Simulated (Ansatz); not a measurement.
GaAs (zinc blende)

```xyz
2
Lattice="0.0000 2.8334 2.8334 2.8334 0.0000 2.8334 2.8334 2.8334 0.0000" Properties=species:S:1:pos:R:3 pbc="T T T"
As     4.2500     4.2500     4.2500
Ga     0.0000     0.0000     0.0000
```

E(V) scan at fixed shape, V₀ the volume above. Symmetry pins the atoms to their sites.

All values below come from r2SCAN (plane waves to 500 eV, PAW, scalar-relativistic; Ansatz, a first-principles code). k mesh 10×10×10 (Γ-centred), Fermi-Dirac smearing 0.05 eV. Compression counts positive. GaAs was relaxed with its symmetry unable to fall.

At one point of the scan the stress tensor (GPa) is:

```
  -2.20     0.00     0.00
   0.00    -2.20     0.00
   0.00     0.00    -2.20
```

Problem. Which point is it?
A) V/V₀ = 1.033
B) V/V₀ = 1.050
C) V/V₀ = 1.083
D) V/V₀ = 1.100

Solution. A, V/V₀ = 1.033

(A scan under strain: stresses follow from slopes of the energy per volume, elastic moduli from its curvatures.)
